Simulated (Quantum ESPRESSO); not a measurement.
## Mg3ZnS4 (changed cell): field gradients at the nuclei

```
CELL_PARAMETERS angstrom
      5.20423     0.00000     0.00000
      0.00000     5.20423     0.00000
      0.00000     0.00000     5.20423
ATOMIC_POSITIONS crystal
  Zn 0.00000 0.00000 0.00000
  S  0.50000 0.00000 0.00000
  Mg 0.00000 0.50000 0.50000
  S  0.50000 0.50000 0.50000
  Mg 0.50000 0.00000 0.50000
  S  0.00000 0.00000 0.50000
  Mg 0.50000 0.50000 0.00000
  S  0.00000 0.50000 0.00000
```
The cell was made here from a computed Materials Project entry: one of 4 Mg replaced by Zn, cell and atoms relaxed (PBE without dispersion, pw.x of a modified build of Quantum ESPRESSO, symmetry kept). The parent is MgS in Fm-3m; whether this form has been observed was not checked. The swapped cell is a model, not a known phase. Stability against distortions was not tested.

Principal values are ordered |Vxx| ≤ |Vyy| ≤ |Vzz|, η = (Vxx − Vyy)/Vzz, and C_Q = eQVzz/h is given by its size. Cores are frozen. Against all-electron runs on small test molecules, this scheme's |Vzz| missed by −3 % on S.

Quadrupole moments taken as inputs (sizes, barn, from the tables of PySCF and pymatgen): ⁶⁷Zn 0.15, ³³S 0.0678, ²⁵Mg 0.199.

What do the calculations give at each independent site (field gradients by a PBE PAW density (pw.x of Quantum ESPRESSO, JTH datasets) with the all-electron reconstruction of Petrilli and co-workers, 20 Ha, k-mesh 5×5×5 through Γ)?


| site | site symmetry | Vzz (10²¹ V/m²) | η_Q | ∣C_Q∣ (MHz) |
|---|---|---|---|---|
| Zn (atom 1) | m-3m | 0 | – | 0 (⁶⁷Zn) |
| S1 (atoms 2, 6, 8) | 4/mmm | 5.28 | 0.00 | 8.66 (³³S) |
| Mg (atoms 3, 5, 7) | 4/mmm | under 0.2 | – | under 0.94 (²⁵Mg) |
| S2 (atom 4) | m-3m | 0 | – | 0 (³³S) |
